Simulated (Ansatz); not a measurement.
**SCF settings study, MnO2**

MnO2 is taken as a measured crystal structure (space group P4_2/mnm), 6 atoms in the cell. Source: COD entry 2105790, which need not be the ambient phase.

```
CELL_PARAMETERS angstrom
4.39830 0.00000 0.00000
0.00000 4.39830 0.00000
0.00000 0.00000 2.87300
ATOMIC_POSITIONS crystal
Mn 0.00000 0.00000 0.00000
Mn 0.50000 0.50000 0.50000
O 0.30515 0.30515 0.00000
O 0.19485 0.80515 0.50000
O 0.69485 0.69485 0.00000
O 0.80515 0.19485 0.50000
```

Atoms are numbered from 1 in the order listed.

The calculation used Ansatz, DFT, PBE, PAW, plane waves, scalar-relativistic.

```
Plane-wave cutoff : 420 eV
k-point mesh      : 5×5×7 (Γ-centred)
Occupations       : Fermi–Dirac smearing, 0.02 eV
Valence electrons : 54
Spin              : off
```

The starting density is a sum of atomic densities corrected by a trained network, so it is already close to self-consistency.

A semilocal functional without U tends to delocalise d and f electrons, and can give a metal where the real compound is an insulator. Spin is off, though the compound may be magnetic.

Launched as:
```sh
ansatz run input.yaml --threads 2 --pin off --max-ram 5120MiB --backend cpu --events-out ev --progress --plain --runs-dir out
```

Machine: 2 threads of Arm Neoverse V2, with other jobs on the host.

One run per row. The search for lower states is off throughout, and rows that name a mixer don't switch to direct minimisation unless they say so. “A, then B” is a new run with the settings A changed by B. Counts include iterations that the program adds to test a close or to solve more bands, and some failed runs stop two short of their limit.

```tsv
settings	iteration limit	outcome	wall time (s)	result against the default run
default SCF settings	default	converged in 7 iterations	1.4	reference
Anderson, β 0.5, history 2, no preconditioner	50	converged in 11 iterations	1.7	the same free energy
Fermi–Dirac width 0.01 eV, no switch to direct minimisation	50	converged in 8 iterations	1.4	free energy shifted by +0.9 meV/atom, zero-width estimate shifted by +0.1 meV/atom, forces change by up to 0.001 eV/Å
density-residual threshold 1e-11 eV	default	converged in 10 iterations	1.7	the same free energy
Gaussian smearing, width 0.3 eV	50	converged in 7 iterations	1.3	free energy shifted by -32.5 meV/atom, zero-width estimate shifted by -3.2 meV/atom, forces change by up to 0.057 eV/Å, pressure -5.7 GPa against -6.4
cutoff 60 eV	50	converged in 9 iterations	0.42	free energy shifted by +316083 meV/atom, so these numbers say nothing of the material, forces change by up to 9.863 eV/Å, pressure -4739.0 GPa against -6.4
Broyden, β 0.5, preconditioner LDOS	50	converged in 7 iterations	1.4	the same free energy
Broyden, β 0.5, preconditioner local Kerker	50	converged in 8 iterations	1.4	the same free energy
0 bands beyond the filled ones	50	input refused	0.05	inconsistent input (scf.n_extra_bands, scf.occupations.method): n_bands = 27 leaves no empty band above the 27 bands per channel that the deck's 54 electrons occupy, [...]
0 bands beyond the filled ones, then 12 bands beyond the filled ones	50	converged in 7 iterations	1.4	the same free energy
Anderson, β 0.5, backtracking line search	50	converged in 7 iterations	1.5	the same free energy
```

With the default settings (MSR1 mixing, preconditioner LDOS) the run converges, with no gap on the k-mesh. At the default threshold and band count the same state takes 7 iterations at best (“default SCF settings”) and 11 at worst (“Anderson, β 0.5, history 2, no preconditioner”). 1 of 11 runs gave no result.
